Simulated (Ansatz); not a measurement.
## Elastic constants of Si3N4: input and output

The calculation used Ansatz 0.2.0, DFT PBE, scalar-relativistic, plane waves, PAW.

Launched with:
```bash
ansatz run input.yaml --threads 4 --pin off --max-ram 12288MiB --backend cpu --events-out ev --progress --plain --runs-dir out
```

Input (bare energies are in eV):
```yaml
crystal:
  lattice:
    - [7.6635952607, 0.0, 0.0]
    - [-3.8317976303, 6.6368681801, 0.0]
    - [0.0, 0.0, 2.9264558205]
  atoms:
    - { symbol: Si, position: [0.768911197, 0.1750122964, 0.2489142857] }
    - { symbol: Si, position: [0.5938989006, 0.768911197, 0.7489142857] }
    - { symbol: Si, position: [0.8249877036, 0.5938989006, 0.2489142857] }
    - { symbol: Si, position: [0.231088803, 0.8249877036, 0.7489142857] }
    - { symbol: Si, position: [0.4061010994, 0.231088803, 0.2489142857] }
    - { symbol: Si, position: [0.1750122964, 0.4061010994, 0.7489142857] }
    - { symbol: "N", position: [0.0308350294, 0.3300031427, 0.2489142857] }
    - { symbol: "N", position: [0.7008318867, 0.0308350294, 0.7489142857] }
    - { symbol: "N", position: [0.6699968573, 0.7008318867, 0.2489142857] }
    - { symbol: "N", position: [0.9691649706, 0.6699968573, 0.7489142857] }
    - { symbol: "N", position: [0.2991681133, 0.9691649706, 0.2489142857] }
    - { symbol: "N", position: [0.3300031427, 0.2991681133, 0.7489142857] }
    - { symbol: "N", position: [0.6666666667, 0.3333333333, 0.2489142857] }
    - { symbol: "N", position: [0.3333333333, 0.6666666667, 0.7489142857] }
basis:
  ecutwfc: 420
kpoints:
  mp_grid: { grid: [6, 6, 8] }
hamiltonian:
  xc: pbe
scf:
  occupations: { method: fixed }
output:
  forces: true
  stress: true
  eigenvalues: true
elastic:
  mode: relaxed_ion
  stencil: two_point
```

From the output:
```
--- Elastic constants: 3 strain directions × 2 members + reference (group order 12) ---
  dense FFT box of the reference and of every strained cell: 54×54×20
  strains applied: 11, 33, 23; error gains: componentwise 1.00 (the most a stress slope's error grows in a printed constant), spectral 1.41 (1 for all six strains in a standard setting)
  reference relaxed by the batch: 3 steps; max|allowed force component| 2.27e-4 eV/Å at the deck's positions, 9.26e-6 at the last accepted step, 9.27e-6 by the solve of record
  largest displacement 1.6e-5 Å; the constants are those of the deck's cell at these positions:
  atoms:
    - { symbol: Si, position: [0.7689107243614612, 0.1750107101895018, 0.24891428570000002] }
    - { symbol: Si, position: [0.5939000141719595, 0.7689107243614615, 0.7489142857] }
    - { symbol: Si, position: [0.824989289810498, 0.5939000141719594, 0.24891428570000002] }
    - { symbol: Si, position: [0.23108927563853865, 0.8249892898104981, 0.7489142857] }
    - { symbol: Si, position: [0.40609998582804047, 0.23108927563853868, 0.24891428570000002] }
    - { symbol: Si, position: [0.17501071018950182, 0.4060999858280405, 0.7489142857] }
    - { symbol: N, position: [0.030833986522293688, 0.33000070264928805, 0.24891428570000002] }
    - { symbol: N, position: [0.7008332838730054, 0.03083398652229364, 0.7489142857] }
    - { symbol: N, position: [0.6699992973507118, 0.7008332838730055, 0.24891428570000002] }
    - { symbol: N, position: [0.9691660134777063, 0.6699992973507117, 0.7489142857] }
    - { symbol: N, position: [0.2991667161269944, 0.9691660134777063, 0.24891428570000002] }
    - { symbol: N, position: [0.33000070264928805, 0.29916671612699447, 0.7489142857] }
    - { symbol: N, position: [0.6666666666666667, 0.33333333333333337, 0.24891428570000002] }
    - { symbol: N, position: [0.3333333333333333, 0.6666666666666666, 0.7489142857] }
  C = ∂σ_k/∂η_j (tension-positive GPa; Voigt order 11 22 33 23 13 12):
       401.207    180.915    104.997     -0.000      0.000     -0.002
       180.915    401.207    104.997     -0.000      0.000      0.002
       104.991    104.991    520.272     -0.000      0.000      0.000
        -0.000      0.000      0.000     99.592      0.005     -0.000
        -0.000      0.000     -0.000     -0.005     99.592     -0.000
         0.002     -0.002      0.000     -0.000      0.000    110.146
  reference stress σ⁰ (GPa):     -0.003     -0.003     -0.003     -0.000     -0.000      0.000
  C* (energy form; C + prestress term) asymmetry max|C*_kj − C*_jk| = 1.068e-2 GPa — a small one proves nothing (zero by symmetry where the batch's group is 432, −43m or m−3m); a large one is finite-difference/SCF noise where every solve ...
  moduli (Voigt/Reuss/Hill, GPa): K = 233.83/233.49/233.66   G = 123.98/115.64/119.81   E = 306.98   ν = 0.281
  mechanically stable: yes (min eigenvalue of sym C = 99.59 GPa)
  strain η (Voigt 11):  stress-route row diagonal C_11 = 401.21 GPa, energy-path curvature d²(F+E_count+ΔE)/dδ²/Ω₀ = 401.28 GPa
         δ    σ_11 (GPa) F (eV) n_scf n_hpsi n_pw
    -2.000e-3      -0.8076       -6901.8089269      10   76037   2932   relax 5 steps, max|allowed force component| 2.87e-5 eV/Å
     2.000e-3       0.7973       -6901.8088985      10   76018   2940   relax 5 steps, max|allowed force component| 8.14e-6 eV/Å
  strain η (Voigt 33):  stress-route row diagonal C_33 = 520.27 GPa, energy-path curvature d²(F+E_count+ΔE)/dδ²/Ω₀ = 519.51 GPa
         δ    σ_33 (GPa) F (eV) n_scf n_hpsi n_pw
    -2.000e-3      -1.0491       -6901.8085755      10   30333   2940   relax 6 steps, max|allowed force component| 1.72e-5 eV/Å
     2.000e-3       1.0320       -6901.8086461      10   30446   2940   relax 4 steps, max|allowed force component| 4.31e-7 eV/Å
  strain η (Voigt 23):  stress-route row diagonal C_44 = 99.59 GPa, energy-path curvature d²(F+E_count+ΔE)/dδ²/Ω₀ = 99.71 GPa
         δ    σ_23 (GPa) F (eV) n_scf n_hpsi n_pw
    -2.000e-3      -0.1992       -6901.8094157      10  112739   2940   relax 4 steps, max|allowed force component| 1.42e-5 eV/Å
     2.000e-3       0.1992       -6901.8094157      10  112728   2940   relax 5 steps, max|allowed force component| 1.56e-5 eV/Å
```

The run took 4.5 min on 4 threads of Intel(R) Xeon(R) Platinum 8488C (Sapphire Rapids) (shared host), peak memory 1.2 GiB.